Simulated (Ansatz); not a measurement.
NbSb: rattling a relaxed structure

The structure comes from a generated guess, relaxed at this level; another structure or a mixture of phases may lie lower.

Computed with Ansatz, DFT PBE, scalar-relativistic, plane waves, PAW. Cutoff 420 eV; k points 14×14×8 on the computed 4-atom cell (Γ-centred); Gaussian smearing, width 0.10 eV; no spin polarisation.

The cell below (4 atoms, space group P4/nmm (No. 129)) is relaxed within its symmetry.

```
Nb Sb
1.0
     3.59104    0.00000    0.00000
     0.00000    3.59104    0.00000
     0.00000    0.00000    6.51245
Nb Sb
2 2
Cartesian
  1.7955 0.0000 5.6650
  0.0000 1.7955 0.8474
  1.7955 0.0000 2.1446
  0.0000 1.7955 4.3679
```

For the test a repeat of it with 8 atoms (edges 3.59, 6.51, 7.18 Å) was strained at random (σ = 1.5 % a component), the atoms were moved at random (σ = 0.15 Å), and all was relaxed again on a coarse 6×4×4 mesh (in the run’s order of axes) with 0.20 eV smearing, with no symmetry imposed.

These runs have no spin–orbit coupling, which can matter for Sb.

**Question.** What happens?

**Answer.** It returns, within 1 meV/atom of the unmoved cell on that mesh and with the same symmetry when read at 0.1 Å (Pmmn at 0.01 Å, so small strains and shifts remain). No instability shows in this cell; modes of other wave vectors, which need another repeat, aren't tested.
